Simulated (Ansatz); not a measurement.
## SiC: field gradients at two levels of theory

Cell: an entry of the Crystallography Open Database (COD; perhaps a calculated or model structure), its atoms then relaxed with PBE in this cell.

Space group P6_3mc (No. 186); a = 3.0810, c = 15.1248 Å, γ = 120.00°.

| site | Wyckoff | site symmetry | x | y | z |
| --- | --- | --- | --- | --- | --- |
| Si1 | 2a | 3m. | 0.0000 | 0.0000 | 0.9997 |
| Si3 | 2b | 3m. | 0.3333 | 0.6667 | 0.1665 |
| Si5 | 2b | 3m. | 0.6667 | 0.3333 | 0.3330 |
| C7 | 2b | 3m. | 0.3333 | 0.6667 | 0.0415 |
| C9 | 2b | 3m. | 0.6667 | 0.3333 | 0.2080 |
| C11 | 2a | 3m. | 0.0000 | 0.0000 | 0.3744 |

One atom of each set is listed.

First run. Computed with Ansatz: DFT, PBE, plane waves and PAW, scalar-relativistic, 420 eV cutoff, Γ-centred 10×10×2 k-points, Fermi–Dirac smearing 0.02 eV.

| site | V_zz (10²¹ V/m²) | η |
| --- | --- | --- |
| Si1 | -0.056 | 0.00 |
| Si3 | 0.22 | 0.00 |
| Si5 | 0.26 | 0.00 |
| C7 | 0.061 | 0.00 |
| C9 | 0.022 | 0.00 |
| C11 | 0.20 | 0.00 |

Second run. The same atoms and settings, except that the functional is r2SCAN and the cutoff is 500 eV.

Task: What does the second run give?

Result: 

| site | V_zz | η | change of V_zz |
| --- | --- | --- | --- |
| Si1 | -0.049 | 0.00 | +0.01 |
| Si3 | 0.21 | 0.00 | -0.01 |
| Si5 | 0.28 | 0.00 | +0.02 |
| C7 | 0.053 | 0.00 | -0.01 |
| C9 | 0.020 | 0.00 | 0.00 |
| C11 | 0.20 | 0.00 | 0.00 |

No V_zz moves by more than 0.02.
